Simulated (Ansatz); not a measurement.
Input file for Ansatz (a quantum-chemistry and plane-wave program):

Ansatz 0.2 input:
```yaml
crystal:
  lattice:
    - [4.2409071578, 0.0, 0.0]
    - [-2.1204535789, 3.6727333338, 0.0]
    - [0.0, 0.0, 10.3673968642]
  atoms:
    - { symbol: Sn, position: [0.3335025287, 0.0, 0.3333333333] }
    - { symbol: Sn, position: [0.0, 0.3335025287, 0.6666666667] }
    - { symbol: Sn, position: [0.6664974713, 0.6664974713, 0.0] }
    - { symbol: Se, position: [0.3333315425, 0.0, 0.8333333333] }
    - { symbol: Se, position: [0.0, 0.3333315425, 0.1666666667] }
    - { symbol: Se, position: [0.6666684575, 0.6666684575, 0.5] }
kpoints:
  mp_grid: { grid: [8, 8, 3] }
  band_path:
    path:
      - [[0.0, 0.0, 0.0], [0.5, 0.0, 0.0], [0.3333333333, 0.3333333333, 0.0], [0.0, 0.0, 0.0], [0.0, 0.0, 0.5], [0.5, 0.0, 0.5], [0.3333333333, 0.3333333333, 0.5], [0.0, 0.0, 0.5]]  # Γ-M-K-Γ-A-L-H-A
      - [[0.5, 0.0, 0.5], [0.5, 0.0, 0.0]]  # L-M
      - [[0.3333333333, 0.3333333333, 0.5], [0.3333333333, 0.3333333333, 0.0]]  # H-K
    npoints: 8
hamiltonian:
  xc: r2scan
  dispersion: d4
  pseudopotentials: { kind: paw }
magnetization: { noncollinear: true, spin_orbit: true }
scf:
  n_extra_bands: 12
  convergence: { dr2_threshold: 0.0000000001 }
  occupations: { method: gaussian, width: 0.05 }
output: { eigenvalues: true }
```

Output (shortened):

```
Pseudopotentials: kind: paw_fr
Pseudopotential: Sn, paw_fr, valence charge 14
Pseudopotential: Se, paw_fr, valence charge 16
Functional definition: r2SCAN
non-collinear run that drives no moment, with spin-orbit …
Crystal: 6 atoms, lattice volume = 161.480 Å³
Basis set: ecut = 500 eV, 4087 PW (Γ), exchange–correlation on 128×128×320 points (64 copies of the dense FFT grid, shifted against one another)
Bands: 102, of which v1, the nominal top of the filled ones, is band 90 counted from 1 (89 counted from 0)
Symmetry: 6 space group operations + 6 with time reversal
k-points: 25 of 192 (time reversal used)
Projection manifold: j_resolved (fully-relativistic pseudo-atomic orbitals)
PAW frozen core: Sn, regenerated for the run's functional
PAW frozen core: Se, regenerated for the run's functional
Initial density: superposition of atomic densities (chi_scale 0.1, normalization cell, long waves kept (reshape's long-wave potential 0.00 eV rms))
Initial wavefunctions: pseudopotential atomic-orbital guess
Eigensolver: davidson
Functional: x = r2scan, c = r2scan; τ floored in thin density (d = 2e-4 eV/Å³)
iter 1 solved again at ethr=1.01e-3 eV; its pass at ethr=3.10e-3 eV (dr2=9.07e-1 eV) is discarded
SCF iter   1: F=—  HF=-34513.169662 eV  |F-HF|=—  |Δ(HF+E_count)|=         —  Δρ=2.51e-2  dr2=9.03e-1  dr2_τ=5.45e-4  dr2_m=0.00e0 (ungated)  ethr=1.01e-3  |M|=0.00e0 ∫|m|=0.00e0 μB  |m|>n=0.0e0 m-floor=0.0e0 τ_xc=0.0e0  β_m=0.30  ⟨swp⟩=1.3  Hψ=13983  notcnv=0…
all-band conjugate gradients solve this SCF's bands
preconditioner: auto → Resta (q_TF=auto, 2.475 Å⁻¹)
spin=Noncollinear: Resta preconditioning applied to the charge; magnetization (m_x, m_y, m_z) channels mix plain (no charge-response kernel on spin).
SCF iter   2: F=—  HF=-34513.104007 eV  |F-HF|=—  |Δ(HF+E_count)|=   6.57e-2  Δρ=1.81e-2  dr2=4.52e-1  dr2_τ=8.13e-4  dr2_m=0.00e0 (ungated)  ethr=1.00e-3  |M|=0.00e0 ∫|m|=0.00e0 μB  |m|>n=0.0e0 m-floor=0.0e0 τ_xc=0.0e0  β_m=0.64  ⟨swp⟩=2.0  Hψ=2850  notcnv=0
SCF iter   3: F=—  HF=-34513.036303 eV  |F-HF|=—  |Δ(HF+E_count)|=   6.77e-2  Δρ=3.69e-3  dr2=1.99e-2  dr2_τ=1.52e-4  dr2_m=0.00e0 (ungated)  ethr=5.03e-4  |M|=0.00e0 ∫|m|=0.00e0 μB  |m|>n=0.0e0 m-floor=0.0e0 τ_xc=0.0e0  β_m=0.77  ⟨swp⟩=3.0  Hψ=4646  notcnv=0
SCF iter   4: F=—  HF=-34513.041501 eV  |F-HF|=—  |Δ(HF+E_count)|=   5.20e-3  Δρ=8.13e-4  dr2=1.86e-3  dr2_τ=1.41e-5  dr2_m=0.00e0 (ungated)  ethr=2.22e-5  |M|=0.00e0 ∫|m|=0.00e0 μB  |m|>n=0.0e0 m-floor=0.0e0 τ_xc=0.0e0  β_m=0.70  ⟨swp⟩=2.0  Hψ=5314  notcnv=0  defer=54
SCF iter   5: F=—  HF=-34513.041185 eV  |F-HF|=—  |Δ(HF+E_count)|=   3.16e-4  Δρ=4.15e-4  dr2=2.69e-4  dr2_τ=1.17e-6  dr2_m=0.00e0 (ungated)  ethr=2.07e-6  |M|=0.00e0 ∫|m|=0.00e0 μB  |m|>n=0.0e0 m-floor=0.0e0 τ_xc=0.0e0  β_m=0.85  ⟨swp⟩=2.0  Hψ=4742  notcnv=0  defer=54
SCF iter   6: F=—  HF=-34513.041284 eV  |F-HF|=—  |Δ(HF+E_count)|=   9.92e-5  Δρ=8.96e-5  dr2=8.65e-6  dr2_τ=8.22e-8  dr2_m=0.00e0 (ungated)  ethr=2.99e-7  |M|=0.00e0 ∫|m|=0.00e0 μB  |m|>n=0.0e0 m-floor=0.0e0 τ_xc=0.0e0  β_m=0.93  ⟨swp⟩=3.0  Hψ=4742  notcnv=0  defer=54
SCF iter   7: F=—  HF=-34513.041283 eV  |F-HF|=—  |Δ(HF+E_count)|=   1.46e-6  Δρ=2.16e-5  dr2=7.14e-7  dr2_τ=6.59e-9  dr2_m=0.00e0 (ungated)  ethr=9.61e-9  |M|=0.00e0 ∫|m|=0.00e0 μB  |m|>n=0.0e0 m-floor=0.0e0 τ_xc=0.0e0  β_m=0.96  ⟨swp⟩=2.0  Hψ=4742  notcnv=0  defer=54
SCF iter   8: F=—  HF=-34513.041323 eV  |F-HF|=—  |Δ(HF+E_count)|=   4.05e-5  Δρ=5.40e-6  dr2=6.35e-8  dr2_τ=2.93e-10  dr2_m=0.00e0 (ungated)  ethr=7.94e-10  |M|=0.00e0 ∫|m|=0.00e0 μB  |m|>n=0.0e0 m-floor=0.0e0 τ_xc=0.0e0  β_m=0.98  ⟨swp⟩=2.0  Hψ=3992  notcnv=0  defer=54
SCF iter  10: F=-34513.041323 eV  HF=-34513.041323 eV  |F-HF|=2.18e-11  |Δ(HF+E_count)|=  9.97e-10  Δρ=8.58e-8  dr2=1.15e-11  dr2_τ=5.84e-14  dr2_m=0.00e0 (ungated)  ethr=1.00e-12  |M|=0.00e0 ∫|m|=0.00e0 μB  |m|>n=0.0e0 m-floor=0.0e0 τ_xc=0.0e0  ⟨swp⟩=5.7  Hψ=8728  notcnv=0
SCF 1 converged in 10 iterations: F = -34513.041323 eV  dr2 = 1.15e-11
NSCF: frozen V_eff on 75 k-points
SCF converged after 10 iterations
Magnetization: |M| = 0.0000 μB,  M = (+0.0000, +0.0000, +0.0000) μB
Absolute magnetization: 0.0000 μB (∫|m|)
  site 0: m = (+0.0000, +0.0000, +0.0000) μB, |m| = 0.0000 μB  (R = 1.24 Å)
  site 1: m = (+0.0000, +0.0000, +0.0000) μB, |m| = 0.0000 μB  (R = 1.24 Å)
  site 2: m = (+0.0000, +0.0000, +0.0000) μB, |m| = 0.0000 μB  (R = 1.24 Å)
  site 3: m = (+0.0000, +0.0000, +0.0000) μB, |m| = 0.0000 μB  (R = 1.24 Å)
  site 4: m = (+0.0000, +0.0000, +0.0000) μB, |m| = 0.0000 μB  (R = 1.24 Å)
  site 5: m = (+0.0000, +0.0000, +0.0000) μB, |m| = 0.0000 μB  (R = 1.24 Å)
Free energy (F): -34513.041323 eV
Harris-Foulkes:  -34513.041323 eV  (|F-HF|=2.18e-11)
Internal energy: -34513.041323 eV  (E = F + TS)
E sigma→0 (E₀):  -34513.041323 eV
Fermi energy:    9.483059 eV
--- Per-component energies (eV) ---
  E_band       = -1480.192868
  E_kinetic    = 911.044904
  E_local      = -9911.450057  (includes V_loc(G=0)·N_el)
  E_nonlocal   = -1884.732746
  E_hartree    = 5227.695653
  E_xc         = -1423.686233
  E_vxc        = -634.537860  (∫ρ·V_xc dr)
  E_paw        = -18200.423014  (= ΣΔE_a)
  E_vpaw       = -451.262293  (= ΣTr[D̂ρ^β])
  E_aug_tail   = -0.000622  (compensation charges beyond the density's cutoff)
  E_vtau       = 35.354770  (kinetic-family band-sum trace: ∫τ·v_τ [+ j·A + Jᵃ·Aᵃ] dr)
  E_ewald      = -9227.674252
  E_disp       = -0.809298  (pairwise vdW)
  E_core_change = -3.005658  (= ΣΔE_core)
  E_smearing   =  0.000000  (= −TS)
  E_closure    = 0.000000  (closes the sum)
  Σ components = -34513.041323   (vs F -34513.041323, Δ=0.00e0)
  [band-id]    e_kinetic+e_local+e_nonlocal+2·e_hartree+e_vxc+e_vpaw+e_augmentation_tail+e_vtau = -1480.192598   (vs E_band -1480.192868, Δ=2.70e-4)
--- Band table (eV; the first three rows and the last of 25) ---
  k-point 0: bands = ["-39.9587", "-39.9587", "-39.9587", "-39.9587", "-39.9587", "-39.9587", "-39.9585", "-39.9585", "-39.9584", "-39.9584", "-39.9584", "-39.9584", "-39.0630", "-39.0630", "-39.0630", "-39.0630", "-39.0630", "-39.0630", "-39.0629", "-39.0629", "-39.0628", "-39.0628", "-39.0628", "-39.0628", "-39.0610", "-39.0610", "-39.0609", "-39.0609", "-39.0609", "-39.0609", "-13.8163", "-13.8163", "-13.8163", "-13.8163", "-13.8153", "-13.8153", "-13.8135", "-13.8135", "-13.8095", "-13.8095", "-13.8095", "-13.8095", "-12.7818", "-12.7818", "-12.7818", "-12.7818", "-12.7771", "-12.7771", "-12.7745", "-12.7745", "-12.7743", "-12.7743", "-12.7699", "-12.7699", "-12.7699", "-12.7699", "-12.7691", "-12.7691", "-12.7691", "-12.7691", "-5.4149", "-5.4149", "-4.7189", "-4.7189", "-4.7189", "-4.7189", "1.4864", "1.4864", "1.4864", "1.4864", "4.2066", "4.2066", "6.4237", "6.4237", "6.7435", "6.7435", "6.7435", "6.7435", "6.8510", "6.8510", "6.8613", "6.8613", "7.0056", "7.0056", "7.0056", "7.0056", "8.7266", "8.7266", "8.7266", "8.7266", "10.6628", "10.6628", "10.6628", "10.6628", "11.0674", "11.0674", "11.0674", "11.0674", "11.2933", "11.2933", "11.2933", "11.2933"]
  k-point 1: bands = ["-39.9587", "-39.9587", "-39.9587", "-39.9587", "-39.9587", "-39.9587", "-39.9585", "-39.9585", "-39.9585", "-39.9585", "-39.9584", "-39.9584", "-39.0630", "-39.0630", "-39.0630", "-39.0630", "-39.0630", "-39.0630", "-39.0629", "-39.0629", "-39.0629", "-39.0629", "-39.0628", "-39.0628", "-39.0609", "-39.0609", "-39.0609", "-39.0609", "-39.0609", "-39.0609", "-13.8166", "-13.8166", "-13.8159", "-13.8159", "-13.8155", "-13.8155", "-13.8129", "-13.8129", "-13.8113", "-13.8113", "-13.8083", "-13.8083", "-12.7836", "-12.7836", "-12.7792", "-12.7792", "-12.7773", "-12.7773", "-12.7740", "-12.7740", "-12.7738", "-12.7738", "-12.7720", "-12.7720", "-12.7719", "-12.7719", "-12.7686", "-12.7686", "-12.7672", "-12.7672", "-5.3218", "-5.3218", "-5.0639", "-5.0639", "-4.4491", "-4.4491", "0.8523", "0.8523", "2.5077", "2.5077", "3.6064", "3.6064", "6.5334", "6.5334", "6.6305", "6.6305", "6.8392", "6.8392", "6.8665", "6.8666", "6.9187", "6.9187", "7.0838", "7.0838", "7.2747", "7.2747", "8.0625", "8.0625", "9.2194", "9.2194", "10.0335", "10.0335", "10.4418", "10.4418", "10.7636", "10.7636", "11.5939", "11.5939", "12.0841", "12.0841", "12.2295", "12.2295"]
  k-point 2: bands = ["-39.9587", "-39.9587", "-39.9587", "-39.9587", "-39.9587", "-39.9587", "-39.9585", "-39.9585", "-39.9584", "-39.9584", "-39.9584", "-39.9584", "-39.0630", "-39.0630", "-39.0630", "-39.0630", "-39.0630", "-39.0630", "-39.0629", "-39.0629", "-39.0628", "-39.0628", "-39.0628", "-39.0628", "-39.0609", "-39.0609", "-39.0609", "-39.0609", "-39.0609", "-39.0609", "-13.8161", "-13.8161", "-13.8160", "-13.8160", "-13.8149", "-13.8149", "-13.8134", "-13.8134", "-13.8098", "-13.8098", "-13.8098", "-13.8098", "-12.7818", "-12.7818", "-12.7813", "-12.7813", "-12.7764", "-12.7764", "-12.7749", "-12.7749", "-12.7738", "-12.7738", "-12.7722", "-12.7722", "-12.7717", "-12.7717", "-12.7681", "-12.7681", "-12.7673", "-12.7673", "-5.3106", "-5.3106", "-4.6420", "-4.6420", "-4.6392", "-4.6392", "1.5358", "1.5358", "1.5794", "1.5794", "3.5582", "3.5582", "5.7842", "5.7842", "6.2432", "6.2432", "6.4765", "6.4766", "6.4861", "6.4862", "6.8164", "6.8164", "7.0746", "7.0746", "7.4121", "7.4121", "8.2645", "8.2645", "9.1349", "9.1349", "9.9949", "9.9949", "10.5896", "10.5896", "10.8190", "10.8190", "11.9717", "11.9717", "12.3746", "12.3746", "12.4217", "12.4217"]
  k-point 24: bands = ["-39.9587", "-39.9587", "-39.9587", "-39.9587", "-39.9587", "-39.9587", "-39.9584", "-39.9584", "-39.9584", "-39.9584", "-39.9584", "-39.9584", "-39.0630", "-39.0630", "-39.0630", "-39.0630", "-39.0630", "-39.0630", "-39.0629", "-39.0628", "-39.0628", "-39.0628", "-39.0628", "-39.0628", "-39.0609", "-39.0609", "-39.0608", "-39.0608", "-39.0608", "-39.0608", "-13.8152", "-13.8152", "-13.8149", "-13.8149", "-13.8148", "-13.8148", "-13.8111", "-13.8111", "-13.8110", "-13.8110", "-13.8106", "-13.8106", "-12.7850", "-12.7850", "-12.7838", "-12.7838", "-12.7824", "-12.7824", "-12.7735", "-12.7735", "-12.7726", "-12.7726", "-12.7725", "-12.7725", "-12.7661", "-12.7661", "-12.7655", "-12.7655", "-12.7638", "-12.7638", "-4.2449", "-4.2449", "-4.1691", "-4.1691", "-4.1242", "-4.1242", "1.2356", "1.2356", "1.6358", "1.6358", "1.8081", "1.8081", "4.1200", "4.1200", "4.3868", "4.3868", "4.9394", "4.9394", "5.0104", "5.0104", "5.0566", "5.0566", "6.0046", "6.0046", "7.4942", "7.4942", "8.0889", "8.0889", "8.2857", "8.2857", "10.6461", "10.6461", "10.6980", "10.6980", "11.6017", "11.6017", "12.2668", "12.2668", "13.5650", "13.5650", "13.5814", "13.5814"]
  band table: 102 of 102 bands, residual norms ≤ 1.0e-3 eV
```

Cost: about 4 core-minutes (a rough figure) on shared cores.

Space group Fm-3m (rock salt). The start of the workflow was typed in or built on a structure type; the Crystallography Open Database files this formula in space group No. 225, but the cells were not matched. It is not the phase usual at ambient conditions (space group No. 62). Symmetry was held in the r²SCAN+D4 relaxation; whether a distortion lowers the energy is not shown. Point labels and valley counts follow the cell and symmetry of the run, lower than the named group.

Potentials: the later of the program's two PAW sets.

Ansatz is a plane-wave DFT program.
